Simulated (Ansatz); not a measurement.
This cell of Be2C (antifluorite type, space group Fm-3m) is off equilibrium:

```xyz
3
Lattice="0.0000 2.1349 2.1349 2.1349 0.0000 2.1349 2.1349 2.1349 0.0000" Properties=species:S:1:pos:R:3 pbc="T T T"
Be     3.2024     3.2024     3.2024
Be     1.0675     1.0675     1.0675
C      0.0000     0.0000     0.0000
```

These are PBE (plane waves to 420 eV, PAW, scalar-relativistic; Ansatz, a quantum-chemistry and plane-wave program) values and carry that method's errors. k mesh 13×13×13 (Γ-centred), Fermi-Dirac smearing 0.05 eV. Energies are smeared free energies. Compression counts positive. Be2C was relaxed with its symmetry unable to fall.

### Question
Give the stress tensor in GPa and the pressure.

### Answer
```
    8.9      0.0      0.0
    0.0      8.9      0.0
    0.0      0.0      8.9
```
The pressure, a third of the trace, is 8.9 GPa.

### Question
It is the relaxed cell scaled evenly to V/V₀ = 0.960, atoms relaxed where free. What is its energy relative to the relaxed cell?

### Answer
7.2 meV/atom.

(Under strain, the slope of the energy per volume gives the stress and its curvature an elastic modulus.)
